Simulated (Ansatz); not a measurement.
Li (bcc, W type), conventional cell a = 3.435 Å, b = 3.435 Å, c = 3.435 Å, α = 90.00°, β = 90.00°, γ = 90.00°. The calculation uses the primitive cell of 1 atom, to which meshes and values per cell refer.

Equation-of-state scan: isotropic scaling of the cell above, V₀ being its volume. Symmetry pins the atoms to their sites.

Level of theory: PBE (plane waves to 420 eV, PAW, scalar-relativistic; Ansatz, an electronic-structure program). k mesh 19×19×19 (Γ-centred), Fermi-Dirac smearing 0.05 eV. Energies are smeared free energies. Li was relaxed with its symmetry unable to fall. The zero of ΔE is the relaxed starting cell. The last digit holds for this mesh only.

| V (Å³/atom) | ΔE (meV/atom) |
|---|---|
| 17.025 | 28.9 |
| 17.674 | 17.5 |
| 18.323 | 9.4 |
| 18.971 | 4.0 |
| 19.620 | 0.9 |
| 20.268 | 0.0 |
| 20.917 | 0.9 |
| 21.565 | 3.3 |
| 22.214 | 7.1 |
| 22.863 | 12.1 |
| 23.511 | 18.1 |

Q: What bulk modulus B₀ follows from a third-order Birch-Murnaghan fit?

A: 13.9 GPa.

Q: What is the fitted pressure derivative B₀′?

A: 3.4.

(A scan under strain: stresses follow from slopes of the energy per volume, elastic moduli from its curvatures.)
